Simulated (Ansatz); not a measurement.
The start is a randomly generated symmetric cell of Mo (space group No. 164). Cell shape, volume and atoms are optimised at zero target pressure with r2SCAN (plane waves to 500 eV, PAW, scalar-relativistic; Ansatz, a program for electronic structure). First-step values are on the input's coarse k-mesh.

Ansatz input (later rounds restart from its end on a renewed k-mesh):
Ansatz 0.2 input:
```yaml
crystal:
  lattice:
    - [2.7771046, 0, 0]
    - [-1.3885523, 2.4050432, 0]
    - [0, 0, 4.8795976]
  atoms:
    - { symbol: Mo, position: [0.33333333, 0.66666667, 0.16908631] }
    - { symbol: Mo, position: [0.66666667, 0.33333333, 0.83091369] }
basis: { ecutwfc: 500, ecutrho_ratio: 4, xc_grid: 4, fft_grid_basis: typed }
kpoints: { mp_grid: { grid: [13, 13, 7] } }
hamiltonian:
  xc: r2scan
  dispersion: none
  pseudopotentials: { kind: paw }
scf: { occupations: { method: fermi_dirac, width: 0.05 } }
relax: { f_tol: 0.01, max_steps: 100, cell: { stress_tol: 0.02 } }
output: { forces: true, stress: true }
```

Q: By how much does the energy per atom fall from start to end?

A: About 1.0 eV/atom.

Q: How does the volume per atom move from start to end?

A: -2.7 %, from 16.30 to 15.86 Å³/atom.

Q: How do the shortest distances between atoms change?

A: The closest pairs of elements (up to four, under 3.6 Å), start → end: Mo–Mo 2.30 → 2.70 Å.

Q: What band gap does the relaxed structure have at this level?

A: No gap (metallic).

Q: Write out the relaxed structure.

A: 
Space group P6₃/mmc (No. 194); a = b = 2.957 Å, c = 4.188 Å, α = β = 90.00°, γ = 120.00°

```
atom  site  symmetry       x       y       z
----  ----  --------  ------  ------  ------
Mo      2c      -6m2  0.3333  0.6667  0.2500
```

Final values are on a 18×18×11 k-mesh of the relaxed cell. The start holds a very short contact (Mo–Mo 2.30 Å). No spin polarisation in the result.

The run could not lose the symmetry of its start: the end is stationary, and may be a saddle point rather than a minimum.

The relaxed structure here is a generated cell of Mo: the first start was made by a random draw of sites in a space group, and the end was not matched to a known phase here, so it may be hypothetical. Known forms of Mo include space group No. 229.
